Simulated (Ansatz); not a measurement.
Ge:
```
CELL_PARAMETERS angstrom
      0.00000     7.60137     7.60137
      7.60137     0.00000     7.60137
      7.60137     7.60137     0.00000
ATOMIC_POSITIONS crystal
  Ge 0.00000 0.00000 0.00000
  Ge 0.25000 0.25000 0.25000
  Ge 0.97415 0.34195 0.34195
  Ge 0.90805 0.90805 0.27585
  Ge 0.34195 0.97415 0.34195
  Ge 0.90805 0.90805 0.90805
  Ge 0.34195 0.34195 0.34195
  Ge 0.90805 0.27585 0.90805
  Ge 0.34195 0.34195 0.97415
  Ge 0.27585 0.90805 0.90805
  Ge 0.88942 0.49544 0.49544
  Ge 0.13029 0.75456 0.36058
  Ge 0.49544 0.88942 0.11971
  Ge 0.75456 0.13029 0.75456
  Ge 0.11971 0.49544 0.49544
  Ge 0.75456 0.36058 0.75456
  Ge 0.49544 0.11971 0.88942
  Ge 0.36058 0.75456 0.13029
  Ge 0.49544 0.88942 0.49544
  Ge 0.36058 0.13029 0.75456
  Ge 0.11971 0.49544 0.88942
  Ge 0.75456 0.75456 0.13029
  Ge 0.49544 0.11971 0.49544
  Ge 0.75456 0.75456 0.36058
  Ge 0.88942 0.49544 0.11971
  Ge 0.13029 0.36058 0.75456
  Ge 0.49544 0.49544 0.88942
  Ge 0.75456 0.36058 0.13029
  Ge 0.88942 0.11971 0.49544
  Ge 0.13029 0.75456 0.75456
  Ge 0.49544 0.49544 0.11971
  Ge 0.36058 0.75456 0.75456
  Ge 0.11971 0.88942 0.49544
  Ge 0.75456 0.13029 0.36058
```

Relaxed with r²SCAN+D4. Special points in fractions of this cell's reciprocal vectors: Γ (0.000, 0.000, 0.000); X (0.500, 0.000, 0.500); U (0.625, 0.250, 0.625); K (0.375, 0.375, 0.750); L (0.500, 0.500, 0.500); W (0.500, 0.250, 0.750).

Task: List the band energies nearest the valence-band maximum at these points for plane-wave PAW r²SCAN+D4 (Ansatz code).

Result: In eV from the valence-band maximum; about four levels below and three above (degenerate sets whole), none deeper than 8.9 eV; points with the same levels are listed once.

```tsv
k	below	above
Γ	-0.14 -0.14 -0.12 -0.12 -0.12	1.55 1.73 1.73 1.73
X	-0.35 -0.35 -0.33 -0.33	2.25 2.25 2.27 2.27
U	-0.39 -0.24 -0.24 -0.16	1.97 2.03 2.35
L	-0.32 -0.32 -0.18 -0.18 0.00	1.10 1.98 2.48
W	-0.44 -0.44 -0.19 -0.19	2.21 2.21 2.28 2.28
```

Space group Fd-3m. The first step of the workflow began from a Materials Project structure, measured or hypothetical. Its sites differ from those of the usual phase in this space group: another stacking or structure type. The cell was relaxed with r²SCAN+D4 under the symmetry of its start; its stability against distortions is not shown here. Scalar-relativistic: spin–orbit coupling is off unless named, which matters more the heavier the elements.

Potentials: the later of the program's two PAW sets.
